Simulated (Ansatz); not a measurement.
## Pt: energy along a strain

Pt, Fm-3m, a = 3.916 Å (as given, not relaxed at this level: 0.6 GPa). Ansatz: PBEsol, PAW, 420 eV, Γ-centred 20×20×20 mesh on 1 atom, Gaussian smearing 0.15 eV; no spin polarisation. Cell vectors (Å): 0.000 1.958 1.958; 1.958 0.000 1.958; 1.958 1.958 0.000. The cell is strained by x per cent times the pattern (1 1 0 0 0 0) in the order xx yy zz yz xz xy (engineering shears), with fractional coordinates held. y is the free energy over the start, V0 = 15.011 Å³/atom. Points with a strain past 8.5 % were computed too (3) and aren't used here.

| x (%) | y (meV/atom) |
| --- | --- |
| -7.50 | ? |
| -5.00 | 179.29 |
| -2.50 | 42.29 |
| 0.00 | 0.00 |
| 2.50 | 30.10 |
| 5.00 | 114.91 |
| 7.50 | 240.80 |

Question: Fit y = c1 x + c2 x² + c3 x³ to the other rows, get the stiffness along the pattern, and predict the missing energy.

Answer: Least squares on the rows shown. y = −1.6216 x + 5.8935 x² − 0.18702 x³. The clamped-ion stiffness p·C·p = 2 × 58.94 eV × 160.2 / 15.011 Å³ = 1258 GPa (second derivative at the start, which stands under stress). At x = -7.50 the fit asked for gives 422.57 meV/atom. The run gave 438.40 meV/atom, so the fit is 15.83 meV/atom too low, 3.6 % of the span of the series, against an rms of 0.85 meV/atom on the fitted rows. The row lies outside the fitted range. With a term in x⁴ added, a fit to the same known rows predicts 437.53 meV/atom, so most of the miss is curvature that the known rows already hold.

Spin–orbit coupling is left out, which can shift energies with elements as heavy as these.